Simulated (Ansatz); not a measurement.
Ansatz (an electronic-structure program) input:

Ansatz 0.2 input:
```yaml
crystal:
  lattice:
    - [0.0, 3.0010150079, 3.0010150079]
    - [3.0010150079, 0.0, 3.0010150079]
    - [3.0010150079, 3.0010150079, 0.0]
  atoms:
    - { symbol: Al, position: [0.25, 0.25, 0.25] }
    - { symbol: Al, position: [0.75, 0.75, 0.75] }
    - { symbol: Au, position: [0.0, 0.0, 0.0] }
kpoints:
  mp_grid: { grid: [9, 9, 9] }
  band_path:
    path:
      - [[0.0, 0.0, 0.0], [0.5, 0.0, 0.5], [0.625, 0.25, 0.625]]  # Γ-X-U
      - [[0.375, 0.375, 0.75], [0.0, 0.0, 0.0], [0.5, 0.5, 0.5], [0.5, 0.25, 0.75], [0.5, 0.0, 0.5]]  # K-Γ-L-W-X
    npoints: 12
basis: { xc_grid: 2 }
hamiltonian:
  xc: pbesol
  pseudopotentials: { azcp: { folder: ./paw }, kind: paw_fr }
magnetization: { noncollinear: true, spin_orbit: true }
scf:
  n_extra_bands: 13
  convergence: { dr2_threshold: 0.0000000001 }
  occupations: { method: gaussian, width: 0.05 }
output: { eigenvalues: true }
```

Output (shortened):

```
Pseudopotentials: kind: paw_fr
Pseudopotential: Al, paw, valence charge 3
Pseudopotential: Au, paw, valence charge 19
Functional definition: PBEsol
non-collinear run that drives no moment, with spin-orbit …
Crystal: 3 atoms, lattice volume = 54.055 Å³
Basis set: ecut = 420 eV, 1067 PW (Γ), exchange–correlation on 60×60×60 points (8 copies of the dense FFT grid, shifted against one another)
Bands: 38, of which v1, the nominal top of the filled ones, is band 25 counted from 1 (24 counted from 0)
Symmetry: 48 space group operations + 48 with time reversal
k-points: 35 of 729
Projection manifold: j_resolved (fully-relativistic pseudo-atomic orbitals)
PAW frozen core: Al, regenerated for the run's functional, and the local potential with it
PAW frozen core: Au, regenerated for the run's functional, and the local potential with it
Initial density: superposition of atomic densities (chi_scale 0.1, normalization cell, long waves kept (reshape's long-wave potential 0.00 eV rms))
Initial wavefunctions: pseudopotential atomic-orbital guess
Eigensolver: davidson
Functional: x = pbesol(κ = 0.804, μ = 0.12345679012345678), c = pbesol(β = 0.046)
SCF iter   1: F=—  HF=-14099.172667 eV  |F-HF|=—  |Δ(HF+E_count)|=         —  Δρ=1.34e-1  dr2=1.33e1  dr2_m=0.00e0 (ungated)  ethr=3.10e-3  |M|=0.00e0 ∫|m|=0.00e0 μB  |m|>n=0.0e0 m-floor=0.0e0 τ_xc=0.0e0  β_m=0.30  ⟨swp⟩=6.7  Hψ=4183  notcnv=0  defer=34
all-band conjugate gradients solve this SCF's bands
preconditioner: auto → none
SCF iter   2: F=—  HF=-14096.421632 eV  |F-HF|=—  |Δ(HF+E_count)|=    2.75e0  Δρ=3.40e-2  dr2=5.52e-1  dr2_m=0.00e0 (ungated)  ethr=3.10e-3  |M|=0.00e0 ∫|m|=0.00e0 μB  |m|>n=0.0e0 m-floor=0.0e0 τ_xc=0.0e0  β_m=0.28  ⟨swp⟩=3.3  Hψ=1588  notcnv=0  defer=258
SCF iter   3: F=—  HF=-14096.287578 eV  |F-HF|=—  |Δ(HF+E_count)|=   1.34e-1  Δρ=2.15e-2  dr2=1.40e-1  dr2_m=0.00e0 (ungated)  ethr=2.21e-3  |M|=0.00e0 ∫|m|=0.00e0 μB  |m|>n=0.0e0 m-floor=0.0e0 τ_xc=0.0e0  β_m=0.60  ⟨swp⟩=2.9  Hψ=1117  notcnv=0  defer=266
SCF iter   4: F=—  HF=-14096.241040 eV  |F-HF|=—  |Δ(HF+E_count)|=   4.65e-2  Δρ=4.02e-3  dr2=1.64e-2  dr2_m=0.00e0 (ungated)  ethr=5.61e-4  |M|=0.00e0 ∫|m|=0.00e0 μB  |m|>n=0.0e0 m-floor=0.0e0 τ_xc=0.0e0  β_m=0.51  ⟨swp⟩=2.6  Hψ=1029  notcnv=0  defer=266
SCF iter   5: F=—  HF=-14096.237108 eV  |F-HF|=—  |Δ(HF+E_count)|=   3.93e-3  Δρ=1.21e-3  dr2=1.50e-3  dr2_m=0.00e0 (ungated)  ethr=6.55e-5  |M|=0.00e0 ∫|m|=0.00e0 μB  |m|>n=0.0e0 m-floor=0.0e0 τ_xc=0.0e0  β_m=0.76  ⟨swp⟩=2.3  Hψ=789  notcnv=0  defer=266
SCF iter   6: F=—  HF=-14096.236691 eV  |F-HF|=—  |Δ(HF+E_count)|=   4.16e-4  Δρ=1.05e-4  dr2=1.06e-5  dr2_m=0.00e0 (ungated)  ethr=5.98e-6  |M|=0.00e0 ∫|m|=0.00e0 μB  |m|>n=0.0e0 m-floor=0.0e0 τ_xc=0.0e0  β_m=0.85  ⟨swp⟩=2.0  Hψ=801  notcnv=0  defer=266
SCF iter   7: F=—  HF=-14096.236680 eV  |F-HF|=—  |Δ(HF+E_count)|=   1.10e-5  Δρ=2.21e-5  dr2=3.93e-7  dr2_m=0.00e0 (ungated)  ethr=4.25e-8  |M|=0.00e0 ∫|m|=0.00e0 μB  |m|>n=0.0e0 m-floor=0.0e0 τ_xc=0.0e0  β_m=0.91  ⟨swp⟩=2.1  Hψ=797  notcnv=0  defer=266
SCF iter   8: F=—  HF=-14096.236680 eV  |F-HF|=—  |Δ(HF+E_count)|=   8.67e-7  Δρ=2.88e-6  dr2=7.96e-9  dr2_m=0.00e0 (ungated)  ethr=1.57e-9  |M|=0.00e0 ∫|m|=0.00e0 μB  |m|>n=0.0e0 m-floor=0.0e0 τ_xc=0.0e0  β_m=0.91  ⟨swp⟩=2.6  Hψ=918  notcnv=0  defer=266
SCF iter   9: F=-14096.236680 eV  HF=-14096.236680 eV  |F-HF|=5.46e-12  |Δ(HF+E_count)|=   2.08e-9  Δρ=1.30e-7  dr2=1.48e-11  dr2_m=0.00e0 (ungated)  ethr=1.00e-12  |M|=0.00e0 ∫|m|=0.00e0 μB  |m|>n=0.0e0 m-floor=0.0e0 τ_xc=0.0e0  ⟨swp⟩=8.6  Hψ=3250  notcnv=0
SCF 1 converged in 9 iterations: F = -14096.236680 eV  dr2 = 1.48e-11
NSCF: frozen V_eff on 74 k-points
SCF converged after 9 iterations
Magnetization: |M| = 0.0000 μB,  M = (+0.0000, +0.0000, +0.0000) μB
Absolute magnetization: 0.0000 μB (∫|m|)
  site 0: m = (+0.0000, +0.0000, +0.0000) μB, |m| = 0.0000 μB  (R = 1.07 Å)
  site 1: m = (+0.0000, +0.0000, +0.0000) μB, |m| = 0.0000 μB  (R = 1.07 Å)
  site 2: m = (+0.0000, +0.0000, +0.0000) μB, |m| = 0.0000 μB  (R = 1.07 Å)
Free energy (F): -14096.236680 eV
Harris-Foulkes:  -14096.236680 eV  (|F-HF|=5.46e-12)
Internal energy: -14096.234045 eV  (E = F + TS)
E sigma→0 (E₀):  -14096.235362 eV
Entropy (-TS):   -0.002634 eV (-0.878 meV/atom)
Fermi energy:    11.147531 eV
--- Per-component energies (eV) ---
  E_band       = -384.831142
  E_kinetic    = 617.528031
  E_local      = -2961.993700  (includes V_loc(G=0)·N_el)
  E_nonlocal   = 111.413427
  E_hartree    = 1282.951212
  E_xc         = -289.469851
  E_vxc        = -320.695590  (∫ρ·V_xc dr)
  E_paw        = -10529.718921  (= ΣΔE_a)
  E_vpaw       = -396.986615  (= ΣTr[D̂ρ^β])
  E_aug_tail   = 0.001149  (compensation charges beyond the density's cutoff)
  E_ewald      = -2327.298456
  E_core_change = 0.353064  (= ΣΔE_core)
  E_smearing   = -0.002634  (= −TS)
  E_closure    =  0.000000  (closes the sum)
  Σ components = -14096.236680   (vs F -14096.236680, Δ=0.00e0)
  [band-id]    e_kinetic+e_local+e_nonlocal+2·e_hartree+e_vxc+e_vpaw+e_augmentation_tail = -384.830874   (vs E_band -384.831142, Δ=2.68e-4)
--- Band table (eV; the first three rows and the last of 35) ---
  k-point 0: bands = ["-95.9947", "-95.9947", "-59.6506", "-59.6506", "-43.0076", "-43.0076", "-43.0076", "-43.0076", "0.5700", "0.5700", "3.9762", "3.9762", "3.9762", "3.9762", "5.0058", "5.0058", "5.7651", "5.7651", "5.7651", "5.7651", "13.0031", "13.0031", "13.3796", "13.3796", "14.4363", "14.4363", "14.4363", "14.4363", "14.9443", "14.9443", "14.9443", "14.9443", "15.2983", "15.2983", "16.7496", "16.7496", "16.8949", "16.8949"]
  k-point 1: bands = ["-95.9947", "-95.9947", "-59.6506", "-59.6506", "-43.0077", "-43.0077", "-43.0076", "-43.0076", "0.7312", "0.7312", "3.9727", "3.9727", "3.9927", "3.9927", "5.0175", "5.0175", "5.7286", "5.7286", "5.7857", "5.7857", "11.7674", "11.7674", "13.1142", "13.1142", "13.6579", "13.6579", "13.7207", "13.7207", "15.6018", "15.6018", "15.6859", "15.6859", "16.3036", "16.3036", "16.4798", "16.4798", "16.5166", "16.5166"]
  k-point 2: bands = ["-95.9947", "-95.9947", "-59.6506", "-59.6506", "-43.0081", "-43.0081", "-43.0077", "-43.0077", "1.1974", "1.1974", "3.9607", "3.9607", "4.0286", "4.0286", "5.0741", "5.0741", "5.6396", "5.6396", "5.8539", "5.8539", "9.5777", "9.5777", "12.3232", "12.3232", "12.8941", "12.8941", "13.8412", "13.8412", "15.4947", "15.4947", "15.6815", "15.6815", "15.8237", "15.8237", "16.9610", "16.9610", "17.2270", "17.2270"]
  k-point 34: bands = ["-95.9947", "-95.9947", "-59.6507", "-59.6507", "-43.0088", "-43.0088", "-43.0084", "-43.0084", "3.6743", "3.6743", "3.8641", "3.8641", "4.5055", "4.5055", "5.0981", "5.0981", "5.5915", "5.5915", "5.9230", "5.9230", "7.0086", "7.0086", "7.5132", "7.5132", "9.1344", "9.1344", "14.8330", "14.8330", "15.3353", "15.3353", "15.8957", "15.8957", "17.2714", "17.2714", "19.9281", "19.9281", "21.3168", "21.3168"]
  band table: 38 of 38 bands, residual norms ≤ 1.0e-3 eV
```

Cost: roughly 20 core-seconds on shared cores.

Space group Fm-3m (fluorite or antifluorite type). Symmetry was held in the PBEsol relaxation.

Potentials: the earlier of the program's two PAW sets. The files were generated under PBE; for other functionals the program regenerates the frozen cores, and for LDA and PBEsol the local potential too.

Ansatz is a plane-wave DFT program.
